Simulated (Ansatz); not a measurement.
The relaxation started from an entry of Materials Project.

A relaxed structure of In5AgSe8. The numbers are results of r2SCAN (plane waves to 500 eV, PAW, scalar-relativistic; Ansatz, a quantum-chemistry and plane-wave program), not measurements.

```xyz
14
Lattice="4.1765 -5.8458 0.0000 4.1765 5.8458 0.0000 -0.0607 0.0000 8.3689" Properties=species:S:1:pos:R:3 pbc="T T T"
In     4.1461    -5.7012     4.1845
In     4.1765    -0.1501     0.0000
In     4.1461    -0.0294     4.1845
In     2.1584    -2.9362     6.3341
In     6.1338    -2.9362     2.0348
Ag     4.1765    -5.7982     0.0000
Se     6.2260    -1.6020     8.2144
Se     2.0663    -1.6020     0.1546
Se     2.0154    -1.5499     4.0546
Se     6.2769    -1.5499     4.3143
Se     3.9224    -4.2242     2.1061
Se     4.3699    -4.2242     6.2628
Se     4.0458     1.5373     6.2915
Se     4.2465     1.5373     2.0775
```

Determine the symmetry and give the standard cell with its independent sites.

Space group C2 (No. 5); a = 8.3530 Å, b = 11.6916 Å, c = 8.3691 Å, α = γ = 90.00°, β = 90.42°

| atom | site | symmetry | x | y | z |
|---|---|---|---|---|---|
| In | 2b | 2 | 0.5000 | 0.5124 | 0.5000 |
| In | 2a | 2 | 0.0000 | 0.4872 | 0.0000 |
| In | 2b | 2 | 0.5000 | 0.9975 | 0.5000 |
| In | 4c | 1 | 0.2361 | 0.2489 | 0.2431 |
| Ag | 2a | 2 | 0.0000 | 0.0041 | 0.0000 |
| Se | 4c | 1 | 0.2475 | 0.8630 | 0.0185 |
| Se | 4c | 1 | 0.2552 | 0.3674 | 0.5155 |
| Se | 4c | 1 | 0.0286 | 0.1387 | 0.7483 |
| Se | 4c | 1 | 0.0102 | 0.6315 | 0.2482 |

Give the shortest distances between elements (the closest pairs, up to four, under 3.6 Å).

In–Se 2.56 Å; Ag–Se 2.64 Å.

```yaml
volume_per_atom: 29.19 Å³
density: 5.34 g/cm³
band_gap: 0.61 eV, direct at Γ (no spin-orbit coupling)
```

No spin polarisation in the result.

The run could not lose the symmetry of its start.
